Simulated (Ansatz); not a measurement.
SnS:
```
CELL_PARAMETERS angstrom
     10.98687     0.00000     0.00000
      0.00000     3.95322     0.00000
      0.00000     0.00000     4.18703
ATOMIC_POSITIONS crystal
  Sn 0.11795 0.25000 0.10976
  Sn 0.38205 0.75000 0.60976
  Sn 0.88205 0.75000 0.89024
  Sn 0.61795 0.25000 0.39024
  S  0.85389 0.25000 0.47370
  S  0.64611 0.75000 0.97370
  S  0.14611 0.75000 0.52630
  S  0.35389 0.25000 0.02630
```

Relaxed with LDA. Independent-particle spectrum: no excitons, no local fields, no scissors shift; 0.1 eV broadening; ε₁ of the summed bands alone.

Tabulate the dielectric function from LDA (plane waves, PAW; program Ansatz).



```tsv
E (eV)	ε₁ xx	ε₂ xx	ε₁ yy	ε₂ yy	ε₁ zz	ε₂ zz
0.0	19.14	0.00	23.38	0.00	19.74	0.00
0.3	19.47	0.00	24.02	0.00	20.10	0.00
0.6	20.66	0.05	27.20	1.32	21.45	0.01
0.9	23.18	0.55	27.08	4.17	25.87	1.48
1.2	27.86	2.83	30.87	6.27	24.73	7.36
1.5	28.99	16.21	35.38	14.40	26.25	8.75
1.8	23.67	21.51	27.91	29.59	23.50	16.80
2.1	11.37	23.97	19.67	33.73	22.06	19.94
2.4	8.26	18.14	-1.45	33.56	12.94	22.66
2.7	7.92	15.10	0.24	19.80	13.23	23.30
3.0	9.89	15.24	-0.13	18.14	6.40	25.32
3.3	10.86	18.36	1.82	15.30	3.24	21.75
3.6	3.84	22.75	0.90	17.02	-0.84	22.10
3.9	-0.82	19.82	-1.74	16.73	-5.03	19.16
4.2	-3.52	16.39	-3.35	13.69	-6.15	14.46
4.5	-4.88	13.00	-4.23	12.55	-7.18	11.24
4.8	-3.55	11.17	-3.82	10.87	-4.92	8.43
5.1	-4.67	9.77	-4.47	9.79	-4.09	7.83
5.4	-3.12	8.65	-4.83	8.09	-3.65	7.41
5.7	-4.17	9.43	-4.37	7.12	-3.82	7.57
6.0	-5.49	7.49	-3.59	6.17	-4.61	6.04
6.3	-5.07	5.34	-3.71	7.07	-3.61	4.63
6.6	-3.56	4.38	-4.61	5.19	-2.85	4.51
6.9	-2.92	4.22	-4.00	4.43	-3.17	4.24
7.2	-3.05	4.35	-3.54	3.71	-2.88	3.81
7.5	-3.05	3.69	-3.13	3.22	-2.62	3.23
7.8	-2.35	3.25	-2.88	3.26	-1.96	3.12
8.1	-2.23	3.56	-2.62	2.80	-1.74	3.21
8.4	-2.43	3.12	-2.37	2.70	-2.04	3.31
8.7	-2.18	2.91	-2.12	2.54	-2.13	2.95
9.0	-2.22	3.05	-2.00	2.61	-2.04	2.70
9.3	-2.35	2.51	-2.27	2.50	-1.78	2.52
9.6	-2.15	2.19	-2.20	2.00	-2.00	2.33
9.9	-1.90	2.19	-1.96	1.89	-1.67	2.14
10.2	-2.15	2.06	-1.92	1.80	-1.71	2.11
10.5	-2.13	1.59	-1.94	1.49	-1.81	1.91
10.8	-1.84	1.33	-1.73	1.22	-1.72	1.66
11.1	-1.63	1.20	-1.49	1.08	-1.65	1.46
11.4	-1.52	1.16	-1.35	1.09	-1.61	1.34
11.7	-1.44	1.06	-1.29	0.96	-1.50	1.01
12.0	-1.35	0.95	-1.12	0.87	-1.25	0.88
```

From ε at 0.9 eV (xx: 23.18 + 0.55i), find n, k, the normal reflectivity and the absorption coefficient.

n = 4.81, k = 0.057, R = 43 %, α = 2kE/ħc = 5200 cm⁻¹.

With all bands, ε∞ without local fields is 19.3 (xx), 23.5 (yy), 19.9 (zz).

Space group Pnma. Symmetry was held in the LDA relaxation. A crystal of weakly bound layers computed without a dispersion correction: the cell and the soft elastic constants depend strongly on that. Spin–orbit coupling is left out wherever it is not named.

Potentials: the later of the program's two PAW sets.
